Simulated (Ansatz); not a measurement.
## Phonons of AuCu3-type LuPt3

Computed with Ansatz (plane waves, PAW, 420 eV cutoff): PBEsol, scalar-relativistic, no spin polarisation, Gaussian smearing of 0.15 eV; PAW files: Ansatz's generated set soft_2.

```yaml
crystal:
  lattice:
    - [4.02511, 0.00000, 0.00000]
    - [0.00000, 4.02511, 0.00000]
    - [0.00000, 0.00000, 4.02511]
  atoms:
    - { symbol: Lu, position: [0.00000, 0.00000, 0.00000] }
    - { symbol: Pt, position: [0.00000, 0.50000, 0.50000] }
    - { symbol: Pt, position: [0.50000, 0.50000, 0.00000] }
    - { symbol: Pt, position: [0.50000, 0.00000, 0.50000] }
```

The start was a prototype's sites filled with these elements; the Crystallography Open Database holds the compound in this structure.

Force constants come from finite displacements in a 2×2×2 supercell (the unit cell's 8×8×8 k-mesh, folded to it); the long-range dipole term is not included. Points in reciprocal vectors of this cell: Γ = (0.000, 0.000, 0.000), X = (0.000, 0.500, 0.000), M = (0.500, 0.500, 0.000), R = (0.500, 0.500, 0.500).

Frequencies at the named points (cm⁻¹, imaginary ones negative):
```tsv
point	ω (cm⁻¹)
Γ	0 0 0 122 122 122 124 124 124 171 171 171
X	86 86 89 89 110 122 126 147 147 148 149 149
M	84 84 92 107 110 110 116 133 148 152 160 160
R	79 79 79 92 92 100 100 100 172 173 173 173
```

Is the structure dynamically stable along this path, and where does the spectrum end?

Yes: no branch is imaginary beyond numerical noise. The highest frequency is 173 cm⁻¹, at R. Points that don't fit the supercell are interpolated.

What does the harmonic approximation give for the vibrational free energy, entropy and heat capacity?

Zero-point energy 22.2 meV/atom.
| T (K) | F_vib (meV/atom) | S (J/K per mole of atoms) | C_V (J/K per mole of atoms) |
| --- | --- | --- | --- |
| 100 | 16.3 | 15.4 | 19.5 |
| 200 | -8.2 | 30.5 | 23.4 |
| 300 | -45.1 | 40.2 | 24.2 |
| 400 | -90.6 | 47.2 | 24.5 |
| 500 | -142.5 | 52.7 | 24.7 |
| 600 | -199.5 | 57.2 | 24.8 |
| 700 | -260.8 | 61.0 | 24.8 |
| 800 | -325.8 | 64.3 | 24.8 |
| 900 | -394.0 | 67.3 | 24.9 |
| 1000 | -465.1 | 69.9 | 24.9 |

The highest mode, 173 cm⁻¹, is worth 250 K. At 300 K the heat capacity has reached 97 % of the classical limit 3R = 24.9 J/K per mole of atoms, since all modes lie under k_BT.

The crystal is a metal or nearly so; low and unstable modes depend on mesh and smearing.

Run time: 11 min on 4 threads of Intel(R) Xeon(R) Processor @ 2.70GHz (shared host), peak memory 5.9 GiB.

No spin–orbit coupling, a notable omission for heavy elements.
